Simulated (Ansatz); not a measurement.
This cell of K4BeAs2 (space group R-3m) is off equilibrium:

```xyz
7
Lattice="2.9111 1.6807 8.8448 -2.9111 1.6807 8.8448 0.0000 -3.3614 8.8448" Properties=species:S:1:pos:R:3 pbc="T T T"
K      0.0000     0.0000    16.5364
K      0.0000     0.0000     9.9978
K      0.0000     0.0000     5.5257
K      0.0000     0.0000    21.0086
Be     0.0000     0.0000     0.0000
As     0.0000     0.0000    24.4445
As     0.0000     0.0000     2.0897
```

All values below come from r2SCAN (plane waves to 500 eV, PAW, scalar-relativistic; Ansatz, a quantum-chemistry and plane-wave program). k mesh 7×7×7 (Γ-centred), Fermi-Dirac smearing 0.05 eV. Energies are smeared free energies. Stress and pressure are positive under compression. K4BeAs2 was relaxed with its symmetry unable to fall.

### Question
What is the stress tensor (GPa)?

### Answer
```
  -1.09     0.00     0.00
   0.00    -1.09     0.00
   0.00     0.00    -1.27
```
The pressure, a third of the trace, is -1.15 GPa.

### Question
It is the relaxed cell scaled evenly to V/V₀ = 1.080, atoms relaxed where free. What is its energy relative to the relaxed cell?

### Answer
10.6 meV/atom.

(A scan under strain: stresses follow from slopes of the energy per volume, elastic moduli from its curvatures.)
